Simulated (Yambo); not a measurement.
Quantum ESPRESSO input (PBEsol, PseudoDojo standard norm-conserving files, scalar-relativistic) whose wavefunctions are converted with p2y:

```
&CONTROL
  calculation = 'nscf'
  pseudo_dir = './pseudo'
  outdir = './out'
/
&SYSTEM
  ibrav = 0
  nat = 2
  ntyp = 1
  ecutwfc = 36.0
  ecutrho = 144.0
  occupations = 'fixed'
  force_symmorphic = .true.
  nbnd = 149
/
&ELECTRONS
  conv_thr = 2e-09
  diago_full_acc = .true.
  diago_thr_init = 1e-08
/
ATOMIC_SPECIES
Si 28.0850 Si.upf
CELL_PARAMETERS angstrom
  0.000000000000   2.634657267649   2.634657267649
  2.634657267649   0.000000000000   2.634657267649
  2.634657267649   2.634657267649   0.000000000000
ATOMIC_POSITIONS crystal
Si   0.749999787868   0.749999787868   0.749999787868
Si   0.499999787868   0.499999787868   0.499999787868
K_POINTS automatic
4 4 4 0 0 0
```

Yambo's initialisation report on symmetry, reciprocal space, the k grid and the gaps on this mesh:

```
  [02.02] Symmetries
  ==================

  Inversion symmetry    : yes
  Spatial inversion     : no
  Inversion index       :  25
  K-space Time-reversal : yes
  Magnetic symmetries   : no
  Time-reversal derived K-space symmetries:   25   48
  Group table correct   : yes
  Symmetries units      :  [cc]

  [02.03] Reciprocal space
  ========================

  nG shells         :  123
  nG charge         :   7239
  nG WFs            :  1235
  nC WFs            :   934
  G-vecs. in first 12 shells:  [ Number ]
     1    9   15   27   51   59   65   89  113
   137  169  181
  ...
  Shell energy in first 12 shells:  [ mHa ]
    0.00000      597.235      796.313      1592.63      2189.86      2388.94      3185.25      3782.49      3981.56
    4777.88      5375.11      6370.50
  ...

  [02.04] K-grid lattice
  ======================

  Compatible Grid is   : 3D
  Base K vectors       :  K_min[ 1 ]  K_min[ 2 ]  K_min[ 3 ]
  K_min[ 1 ] :  0.000000  0.000000  0.250000 [rlu]
  K_min[ 2 ] :  0.000000  0.250000  0.000000 [rlu]
  K_min[ 3 ] : -0.250000  0.000000  0.000000 [rlu]
  Grid dimensions      :   4   4   4
  K lattice UC volume  :  0.015702 [a.u.]

  IBZ K-points                                      :   8
  BZ  K-points                                      :   64

  K/Q-points units:
  rlu = crystal or reduced units; cc = cartesian coordinates; iku = interal k-units

  K [1]          [rlu]:  0.000000  0.000000  0.000000
         WF components:   893
  K [2]          [rlu]:  0.000000  0.000000  0.250000
         WF components:   902
  K [3]          [rlu]:  0.000000  0.000000 -0.500000
         WF components:   886
  K [4]          [rlu]:  0.000000  0.250000  0.250000
         WF components:   902
  K [5]          [rlu]:  0.000000  0.250000 -0.500000
         WF components:   898
  K [6]          [rlu]:  0.000000  0.250000 -0.250000
         WF components:   889
  K [7]          [rlu]:  0.000000 -0.500000 -0.500000
         WF components:   934
  K [8]          [rlu]:  0.250000 -0.500000 -0.250000
         WF components:   892

  [02.05] Energies & Occupations
  ==============================

  [X] === General ===
  [X] Electronic Temperature                        :  0.000000  0.000000 [eV K]
  [X] Bosonic    Temperature                        :  0.000000  0.000000 [eV K]
  [X] Finite Temperature mode                       : no
  [X] El. density                                   :  0.21872E+24 [cm-3]
  [X] Fermi Level                                   :  7.169483 [eV]

  [X] === Gaps and Widths ===
  [X] Conduction Band Min                           :  0.404170 [eV]
  [X] Valence Band Max                              :  0.000000 [eV]
  [X] Filled Bands                                  :   4
  [X] Empty Bands                                   :    5  149
  [X] Direct Gap                                    :  2.544458 [eV]
  [X] Direct Gap localized at k                     :  1
  [X] Indirect Gap                                  :  0.404170 [eV]
  [X] Indirect Gap between kpts                     :   1   7
  [X] Last valence band width                       :  4.310888 [eV]
  [X] 1st conduction band width                     :  3.770867 [eV]
```
The gaps are PBEsol values on this mesh alone; only operations without fractional translations are kept.

Geometry strained from the cell relaxed with PBEsol, atoms relaxed again.
